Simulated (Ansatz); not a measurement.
The relaxed structure here is a generated cell of KSrBr3: the first start was made by placing the elements on the sites of a structure type, and the end was not matched to a known phase here, so it may be hypothetical.

A structure of KSrBr₃ relaxed with r2SCAN (plane waves to 500 eV, PAW, scalar-relativistic; Ansatz, a quantum-chemistry and plane-wave program); single points at other levels follow on the same geometry (Ansatz, PAW; HSE06 at 420 eV on a 3×2×3 k-mesh; no spin-orbit coupling). Space group Pnma (No. 62).

```yaml
crystal:
  lattice:
    - [8.35701, 0.00000, 0.00000]
    - [0.00000, 11.33258, 0.00000]
    - [0.00000, 0.00000, 7.76836]
  atoms:
    - { symbol: K, position: [0.41539, 0.25000, 0.96790] }
    - { symbol: K, position: [0.91539, 0.25000, 0.53210] }
    - { symbol: K, position: [0.58461, 0.75000, 0.03210] }
    - { symbol: K, position: [0.08461, 0.75000, 0.46790] }
    - { symbol: Sr, position: [0.00000, 0.00000, 0.00000] }
    - { symbol: Sr, position: [0.50000, 0.50000, 0.50000] }
    - { symbol: Sr, position: [0.00000, 0.50000, 0.00000] }
    - { symbol: Sr, position: [0.50000, 0.00000, 0.50000] }
    - { symbol: Br, position: [0.05005, 0.25000, 0.13299] }
    - { symbol: Br, position: [0.55005, 0.25000, 0.36701] }
    - { symbol: Br, position: [0.94995, 0.75000, 0.86701] }
    - { symbol: Br, position: [0.44995, 0.75000, 0.63299] }
    - { symbol: Br, position: [0.30702, 0.56797, 0.18492] }
    - { symbol: Br, position: [0.80702, 0.93203, 0.31508] }
    - { symbol: Br, position: [0.69298, 0.06797, 0.81508] }
    - { symbol: Br, position: [0.19298, 0.43203, 0.68492] }
    - { symbol: Br, position: [0.69298, 0.43203, 0.81508] }
    - { symbol: Br, position: [0.19298, 0.06797, 0.68492] }
    - { symbol: Br, position: [0.30702, 0.93203, 0.18492] }
    - { symbol: Br, position: [0.80702, 0.56797, 0.31508] }
```

```json
[
 {"level": "r2SCAN", "gap (eV)": "5.21", "kind": "direct", "conduction minimum": "Γ"},
 {"level": "HSE06", "gap (eV)": "___", "kind": "–", "conduction minimum": "___"}
]
```

Question: What belongs in the gaps?

Answer: 
- HSE06, gap (eV): 5.69
- HSE06, conduction minimum: Γ

For this cell size the semilocal gaps come from the SCF mesh and high-symmetry points. No spin polarisation in the result.

The run could not lose the symmetry of its start, so the end can be a saddle point.
